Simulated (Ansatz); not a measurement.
AgScTe₂ as one 4-atom ordering (R-3m) on the rocksalt lattice, relaxed with r2SCAN: 3 runs in Ansatz 0.2.0, each a calculation of independent-particle optics. The symmetry is R-3m (No. 166, trigonal); a = 4.212 Å, c = 21.017 Å in the conventional setting, 26.91 Å³ an atom. Ag has 6 Te at 3.04 Å; Sc has 6 Te at 2.95 Å; Te has 3 Sc at 2.95 Å and 3 Ag at 3.04 Å. No spin polarisation and no zero-point or thermal motion; the cell was built from a prototype and may be hypothetical.

```yaml
crystal:
  lattice:
    - [2.10601, 1.21590, 7.00563]
    - [-2.10601, 1.21590, 7.00563]
    - [0.00000, -2.43181, 7.00563]
  atoms:
    - { symbol: Ag, position: [0.00000, 0.00000, 0.00000] }
    - { symbol: Sc, position: [0.50000, 0.50000, 0.50000] }
    - { symbol: Te, position: [0.24654, 0.24654, 0.24654] }
    - { symbol: Te, position: [0.75346, 0.75346, 0.75346] }
```

On meshes this coarse, single peaks can be features of the mesh. No local fields, no excitons; the zone sum runs over the cells of the mesh, and ε∞ includes the bands left out of the spectrum. Up to four peaks are listed, those above 15 % of the tallest and inside the complete range; the four can differ from row to row.

```csv
functional,k mesh,broadening (eV),scissors (eV),range (eV),direct gap on the mesh before scissors (eV),ε∞ xx,ε∞ yy,ε∞ zz,complete up to (eV),tallest peaks of mean ε₂ (eV)
PBE,6×6×6,0.1,0.00,0–12,0.84,16.71,16.71,14.01,12.0,1.65 3.05 3.95 5.10
r2SCAN,6×6×6,0.1,0.00,0–12,1.15,13.00,13.00,11.30,12.0,2.00 3.20 3.80 4.30
```

Question: Estimate from these rows what the further settings give.

| functional | k mesh | broadening (eV) | scissors (eV) | range (eV) |
| --- | --- | --- | --- | --- |
| PBE | 6×6×6 | 0.1 | 0.91 (to HSE06) | 0–12 |

Answer:

| functional | k mesh | broadening (eV) | scissors (eV) | range (eV) | direct gap on the mesh before scissors (eV) | ε∞ xx | ε∞ yy | ε∞ zz | complete up to (eV) | tallest peaks of mean ε₂ (eV) |
| --- | --- | --- | --- | --- | --- | --- | --- | --- | --- | --- |
| PBE | 6×6×6 | 0.1 | 0.91 (to HSE06) | 0–12 | 0.84 | 12.55 | 12.55 | 11.06 | 12.0 | 2.55 3.95 4.85 6.00 |

The fundamental gap is indirect (0.29 eV with PBE on 6×6×6); the table holds the direct one.

Spin-orbit coupling is left out, which matters wherever the heavy atoms make up the band edges.
